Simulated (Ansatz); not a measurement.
SnTeO$_{3}$ in space group R3c (No. 161; Sn on 6a, Te on 6a, O on 18b), PBE in the plane-wave PAW code Ansatz. The conduction-band minimum lies on the S2–F line, 13 % of the way from S2, with 6 equivalent valleys. Second derivatives d²E/dk² of the lowest band at one valley (eV·Å²), along Cartesian directions:

| direction | d²E/dk² |
|---|---|
| [100] | 10.57 |
| [010] | 7.803 |
| [001] | 5.411 |
| [110] | 11.59 |
| [101] | 7.120 |
| [011] | 6.102 |

Question: Find the principal effective masses, the density-of-states mass and the conductivity mass.

Answer: Off-diagonal terms follow from H_xy = H[110] − (H_xx + H_yy)/2, and m*/mₑ = 7.620 eV·Å² over each eigenvalue: 0.63, 1.2, 1.4. One valley's DOS mass (m₁m₂m₃)^(1/3) = 1.0, conductivity mass 3/(Σ 1/mᵢ) = 0.96 mₑ.

Question: What effective density of states Nc follows at 300 K for parabolic valleys?

Answer: Nc = 2.509e19 × 6 × (1.0)^(3/2) ≈ 1.5e20 cm⁻³.

The start of the workflow was typed in or built on a structure type; neither database checked (COD, Materials Project) lists it. Its standing as an ambient phase is unchecked. Symmetry was held in the PBE relaxation; whether a distortion lowers the energy is not shown. The volume moved by 33 % from the start of the relaxation. Spin–orbit coupling is left out wherever it is not named.

Potentials: the later of the program's two PAW sets.

Edges and masses are those of Kohn–Sham bands, whose gap is no quasiparticle gap.
